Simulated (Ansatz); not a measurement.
**Orbital-resolved density of states of NbSb**

```yaml
crystal:
  lattice:
    - [3.59552, 0.00000, 0.00000]
    - [-1.79776, 3.11382, 0.00000]
    - [0.00000, 0.00000, 3.81318]
  atoms:
    - { symbol: Nb, position: [0.00000, 0.00000, 0.00000] }
    - { symbol: Sb, position: [0.33333, 0.66667, 0.50000] }
```

Atoms are numbered in the order listed.

The structure comes from a relaxation in the same program, started in the WC type, and has space group P-6m2. Whether it is a known phase or the ground state wasn't checked.

No spin–orbit coupling, which matters for the heavy atoms here.

These are results of Ansatz 0.2.0, DFT, PBE, all-electron LAPW, scalar-relativistic, not measurements.

Sampling and basis: a Γ-centred 11×11×10 k mesh, Fermi–Dirac smearing of 0.05 eV, basis error target 0.25 meV/atom, no spin polarisation.

States per eV for one atom of each kind, in 0.4 eV bins named by their centres, from the Fermi level, projected on a minimal set of Löwdin-orthogonalised atomic shells; orbitals are real harmonics on the Cartesian axes, equal curves share a column, and empty bins are left out, as is all above 4.0 eV, near the top of the computed bands.

Nb1 4d:

```
# E all dz2 dxz=dyz dx2-y2=dxy
-11.1 0.01 0.00 0.00 0.00
-10.7 0.02 0.00 0.00 0.00
-10.3 0.04 0.00 0.01 0.01
-9.9 0.09 0.01 0.03 0.01
-9.5 0.19 0.01 0.07 0.02
-9.1 0.33 0.00 0.13 0.03
-8.7 0.02 0.00 0.01 0.00
-5.9 0.01 0.01 0.00 0.00
-5.5 0.05 0.03 0.00 0.01
-5.1 0.18 0.08 0.02 0.03
-4.7 0.44 0.10 0.09 0.08
-4.3 0.42 0.07 0.09 0.09
-3.9 0.34 0.06 0.05 0.09
-3.5 0.47 0.11 0.09 0.09
-3.1 0.59 0.16 0.13 0.09
-2.7 0.86 0.19 0.26 0.07
-2.3 0.92 0.16 0.33 0.06
-1.9 0.95 0.27 0.23 0.11
-1.5 0.92 0.26 0.20 0.13
-1.1 1.18 0.15 0.17 0.35
-0.7 2.61 0.38 0.27 0.84
-0.3 0.61 0.07 0.14 0.13
0.1 0.39 0.00 0.07 0.13
0.5 1.43 0.05 0.41 0.28
0.9 1.06 0.23 0.17 0.24
1.3 1.37 0.59 0.10 0.28
1.7 1.99 1.05 0.11 0.36
2.1 1.81 0.46 0.13 0.54
2.5 0.90 0.22 0.08 0.26
2.9 0.99 0.07 0.31 0.15
3.3 0.90 0.05 0.34 0.08
3.7 0.41 0.01 0.12 0.08
```

Sb2 5p:

```
# E all pz px=py
-11.1 0.01 0.00 0.00
-10.7 0.02 0.00 0.01
-10.3 0.04 0.01 0.02
-9.9 0.06 0.01 0.03
-9.5 0.06 0.01 0.03
-9.1 0.04 0.01 0.01
-5.9 0.03 0.03 0.00
-5.5 0.18 0.07 0.05
-5.1 0.49 0.13 0.18
-4.7 0.91 0.28 0.31
-4.3 0.74 0.34 0.20
-3.9 0.60 0.32 0.14
-3.5 0.79 0.35 0.22
-3.1 0.73 0.34 0.19
-2.7 0.89 0.36 0.26
-2.3 0.84 0.22 0.31
-1.9 0.55 0.06 0.25
-1.5 0.38 0.05 0.17
-1.1 0.31 0.07 0.12
-0.7 0.44 0.19 0.13
-0.3 0.14 0.01 0.06
0.1 0.03 0.00 0.01
0.5 0.07 0.01 0.03
0.9 0.13 0.05 0.04
1.3 0.18 0.08 0.05
1.7 0.27 0.09 0.09
2.1 0.39 0.10 0.14
2.5 0.21 0.03 0.09
2.9 0.44 0.09 0.18
3.3 0.46 0.08 0.19
3.7 0.47 0.14 0.17
```

Nb1 5s:

```
# E all
-11.5 0.06
-11.1 0.10
-10.7 0.11
-10.3 0.11
-9.9 0.09
-9.5 0.08
-9.1 0.03
-5.9 0.01
-5.5 0.04
-5.1 0.08
-4.7 0.12
-4.3 0.08
-3.9 0.03
-3.5 0.04
-3.1 0.03
-2.7 0.03
-2.3 0.02
-1.9 0.02
-1.5 0.01
-1.1 0.05
-0.7 0.11
-0.3 0.01
0.5 0.01
0.9 0.02
1.3 0.04
1.7 0.06
2.1 0.06
2.5 0.06
2.9 0.07
3.3 0.10
3.7 0.10
```

Sb2 5s:

```
# E all
-11.5 0.06
-11.1 0.14
-10.7 0.23
-10.3 0.40
-9.9 0.56
-9.5 0.85
-9.1 1.09
-8.7 0.05
-5.5 0.01
-5.1 0.02
-4.7 0.04
-4.3 0.04
-3.9 0.03
-3.5 0.03
-3.1 0.02
-2.7 0.02
-2.3 0.02
-1.9 0.01
-1.5 0.01
-1.1 0.01
-0.7 0.02
-0.3 0.01
0.5 0.01
0.9 0.02
1.3 0.04
1.7 0.10
2.1 0.15
2.5 0.06
2.9 0.22
3.3 0.26
3.7 0.04
```
